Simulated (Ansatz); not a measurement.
Os:
```yaml
crystal:
  lattice:
    - [2.75409, 0.00000, 0.00000]
    - [-1.37705, 2.38511, 0.00000]
    - [0.00000, 0.00000, 4.34688]
  atoms:
    - { symbol: Os, position: [0.33333, 0.66667, 0.25000] }
    - { symbol: Os, position: [0.66667, 0.33333, 0.75000] }
```

Relaxed with PBE. Special points in fractions of this cell's reciprocal vectors: Γ (0.000, 0.000, 0.000); M (0.500, 0.000, 0.000); K (0.333, 0.333, 0.000); A (0.000, 0.000, 0.500); L (0.500, 0.000, 0.500); H (0.333, 0.333, 0.500).

### Question
List the band energies nearest the Fermi level at these points for the program Ansatz at the PBE with spin–orbit coupling level (PAW).

### Answer
In eV from the Fermi level; about four levels below and three above (degenerate sets whole), none deeper than 8.9 eV; points with the same levels are listed once.

```json
[
 {"k": "Γ", "below": "-1.27 -1.27 -0.24 -0.24", "above": "1.25 1.25 1.86 1.86"},
 {"k": "M", "below": "-2.68 -2.68 -1.88 -1.88", "above": "1.90 1.90 2.19 2.19"},
 {"k": "K", "below": "-3.42 -3.42 -1.36 -1.36", "above": "1.13 1.13 1.60 1.60"},
 {"k": "A", "below": "-2.93 -2.93 -2.93 -2.93", "above": "0.72 0.72 0.72 0.72"},
 {"k": "L", "below": "-0.33 -0.33 -0.33 -0.33", "above": "2.17 2.17 2.17 2.17"},
 {"k": "H", "below": "-1.74 -1.74 -1.09 -1.09", "above": "1.43 1.43 1.56 1.56"}
]
```

Space group P6_3/mmc (hcp (Mg type)). The PBE relaxation kept the symmetry of its start. No spin polarisation was allowed.

Potentials: the earlier of the program's two PAW sets.
